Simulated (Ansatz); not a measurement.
### Question
Name crystals whose computed values (LDA in the plane-wave PAW code Ansatz) fall in these windows: Θ_D (K) 480 to 660; B₀ by P(V) fit (GPa) 110 to 150.

### Answer


```tsv
crystal	Θ_D (K)	B₀ by P(V) fit (GPa)
Al3V, Cu3Au type	584	130
Al2Cu, fluorite or antifluorite type	516	111
MgO, P3m1 (Pearson symbol hP12)	606	128
YOF, P4/nmm (Y on 2c, O on 2b, F on 2a)	486	148
LiNbO3, R3c (Li on 6a, Nb on 6a, O on 18b)	602	123
```
Others may fit too.

Not the usual ambient phase: Al2Cu, fluorite or antifluorite type; MgO, P3m1 (Pearson symbol hP12). Standing as an ambient phase not checked: Al3V, Cu3Au type; YOF, P4/nmm (Y on 2c, O on 2b, F on 2a). All cells were relaxed under the symmetry of their starts (and spin orders); stability against distortions was not tested throughout. Rows with no word on spin ran without spin polarisation. Scalar-relativistic: spin–orbit coupling is off unless named, which matters more the heavier the elements.

Potentials: the later of the program's two PAW sets.
